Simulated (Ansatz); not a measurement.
The elements of this relaxed trial crystal are hidden behind letters.

```
lattice vectors (Å)
   2.4010   -3.8837    0.0000
   2.4010    3.8837    0.0000
  -0.6049    0.0000    4.8605
fractional positions
X 0.9071 0.9071 0.0435
Z 0.7271 0.3412 0.7306
Z 0.6319 0.2962 0.2219
Z 0.2962 0.6319 0.2219
Z 0.3412 0.7271 0.7306
Z 0.1109 0.1109 0.5597
```

The calculation used DFT PBE, scalar-relativistic, plane waves, PAW in Ansatz. Plane waves to 420 eV, a 10×10×8 mesh through Γ for the 6-atom cell and 0.10 eV Gaussian smearing; no spin polarisation.

| Property | Result |
| --- | --- |
| Space group | Cm (No. 8) |
| Conventional cell | a = 4.802 Å, b = 7.767 Å, c = 4.898 Å, β = 97.1° |
| Volume per atom | 15.11 Å³ |
| Density | 5.89 g/cm³ |
| Formation energy | +0.10 eV/atom |
| Gap on the 10×10×8 mesh of the 6-atom cell | 0 eV (a metal) |

Energies are uncorrected and count from the elements' standard states at the same level.

Problem. X is a d-block element of period 6 and Z is a p-block element of period 3. Which elements are they?

Solution. X = Ta, Z = Si, so the formula is TaSi5. Density times volume gives a mean mass of 5.89 × 15.11/1.6605 = 53.6 u per atom, and this set has 53.6 u. Ta is surrounded by 8 Si at 2.60–2.73 Å and 4 Si at 2.94–3.01 Å; Si on a site of symmetry 1 is surrounded by 6 Si at 2.48–2.58 Å, 1 Ta at 2.67 Å, 1 Ta at 2.94 Å, 1 Si at 3.00 Å, 1 Si at 3.16 Å and 1 Si at 3.35 Å; around Si on a second site of symmetry 1 lie 6 Si at 2.48–2.83 Å, 2 Ta at 2.73 Å, 1 Ta at 3.01 Å and 2 Si at 3.10–3.16 Å; 1 more site not described. Other sets within the hints have nearly the same mass, so mass alone doesn't settle it; this one was computed.

These runs have no spin–orbit coupling, which can matter for Ta. The cell is a metal run without spin; a magnetic state may lie lower. This cell was reached by moving the atoms of another relaxed cell at random and relaxing again, last within the group found; it had no such test of its own.
